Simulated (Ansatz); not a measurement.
AlCr$_{2}$C:
```cif
data_C2Al2Cr4
_chemical_formula_sum 'Al2 Cr4 C2'
_space_group_name_H-M_alt 'P63/mmc'
_space_group_IT_number 194
_space_group_name_Hall '-P 6c 2c'
_cell_length_a 2.82353
_cell_length_b 2.82353
_cell_length_c 12.63402
_cell_angle_alpha 90.000
_cell_angle_beta 90.000
_cell_angle_gamma 120.000
loop_
_atom_site_label
_atom_site_type_symbol
_atom_site_symmetry_multiplicity
_atom_site_Wyckoff_symbol
_atom_site_fract_x
_atom_site_fract_y
_atom_site_fract_z
_atom_site_occupancy
Al1 Al 2 d 0.66667 0.33333 0.25000 1
Cr1 Cr 4 f 0.33333 0.66667 0.08457 1
C1 C 2 a 0.00000 0.00000 0.00000 1
```

Relaxed with r²SCAN.

Problem. Tabulate the valence density and the electron localisation function along the shortest Cr–C contact (1.95 Å), DFT-r²SCAN in the program Ansatz with PAW potentials.

Solution. 

| distance from Cr (Å) | density (e/Å³) | ELF |
|---|---|---|
| 0.19 | 18.69 | 0.89 |
| 0.29 | 14.63 | 0.83 |
| 0.39 | 10.50 | 0.75 |
| 0.49 | 6.98 | 0.65 |
| 0.58 | 4.34 | 0.54 |
| 0.68 | 2.52 | 0.43 |
| 0.78 | 1.43 | 0.34 |
| 0.88 | 0.93 | 0.29 |
| 0.97 | 0.81 | 0.33 |
| 1.07 | 0.82 | 0.47 |
| 1.17 | 0.92 | 0.65 |
| 1.27 | 1.09 | 0.74 |
| 1.36 | 1.30 | 0.73 |
| 1.46 | 1.52 | 0.66 |
| 1.56 | 1.67 | 0.48 |
| 1.66 | 1.69 | 0.24 |
| 1.75 | 1.60 | 0.07 |

The density is the valence pseudo-density with augmentation charge, so density and ELF within about 1 Å of a nucleus are not all-electron values.

Space group P6_3/mmc. The r²SCAN relaxation kept the symmetry of its start; of distortions, only those at the zone centre were tested. No spin polarisation was allowed.

Potentials: the earlier of the program's two PAW sets.
